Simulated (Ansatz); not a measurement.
VBiO4 in space group I4_1/amd (No. 141; V on 4b, Bi on 4a, O on 16h), the program Ansatz at the PBE level (PAW), all energies at zero smearing, with the estimated change up to a 700 eV cutoff added, with one set of potentials and settings (totals compare only within such a set). Cell of 12 atoms (2 V, 2 Bi, 8 O): -35161.483 eV.

```tsv
element	reference phase	E (eV/atom)
V	Im-3m, 1 atoms in the cell	-2912.4140
Bi	R-3m, 2 atoms in the cell	-12396.5536
O	C2/m, 4 atoms in the cell, spin-polarised	-565.0000
```

Formation energy per atom, worked out: (-35161.483 − 2×(-2912.4140) − 2×(-12396.5536) − 8×(-565.0000))/12 = -1.962 eV/atom (-189 kJ per mol of atoms), at 0 K, without zero-point energy or fitted corrections.

The workflow started from a Materials Project entry (that database holds measured and hypothetical structures alike); the Crystallography Open Database files this formula in space group No. 141, but the cells were not matched. It is not the phase usual at ambient conditions (space group No. 88). Symmetry was held in the PBE relaxation; whether a distortion lowers the energy is not shown. No spin polarisation was allowed. No Hubbard U is applied. The references are the lowest solids computed at this level, not always the standard phases (solids in place of the gases). Spin–orbit coupling is left out wherever it is not named.

Potentials: the later of the program's two PAW sets.
